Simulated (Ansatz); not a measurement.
A geometry of CaIn₂Au away from equilibrium: the start of the relaxation of a generated cell, CaIn2Au built in the AFLOW prototype ABC2_hP8_194_d_a_f (as in AlCr2C). All values below come from r2SCAN (plane waves to 500 eV, PAW, scalar-relativistic; Ansatz, a first-principles code). Γ-centred k-mesh 10×10×2 on the run's cell (coarser than for final values), Fermi–Dirac smearing 0.05 eV.

```xyz
8
Lattice="3.6551 0.0000 0.0000 -1.8276 3.1654 0.0000 0.0000 0.0000 16.3841" Properties=species:S:1:pos:R:3 pbc="T T T"
Ca     0.0000     2.1103    12.2881
Ca     1.8276     1.0551     4.0960
In     0.0000     2.1103     1.4090
In     1.8276     1.0551     9.6011
In     1.8276     1.0551    14.9750
In     0.0000     2.1103     6.7830
Au     0.0000     0.0000     0.0000
Au     0.0000     0.0000     8.1920
```

Task: What forces act on the atoms (eV/Å)?

Result: 
```
atom    Fx    Fy     Fz
----  ----  ----  -----
Ca1   0.00  0.00   0.00
Ca2   0.00  0.00   0.00
In3   0.00  0.00   3.71
In4   0.00  0.00   3.71
In5   0.00  0.00  -3.71
In6   0.00  0.00  -3.71
Au7   0.00  0.00   0.00
Au8   0.00  0.00   0.00
```

Task: What is the pressure?

Result: +18.9 GPa, compression positive.

Task: How far above the relaxed end point is this geometry?

Result: 0.56 eV/atom; the path ends in P6₃/mmc (No. 194).

No spin polarisation in the result.

The run could not lose the symmetry of its start; a randomly shaken copy of 8 atoms returns to this structure.

The end of the path is a generated cell of CaIn2Au: the first start was made by placing the elements on the sites of a structure type, and the end was not matched to a known phase here, so it may be hypothetical.
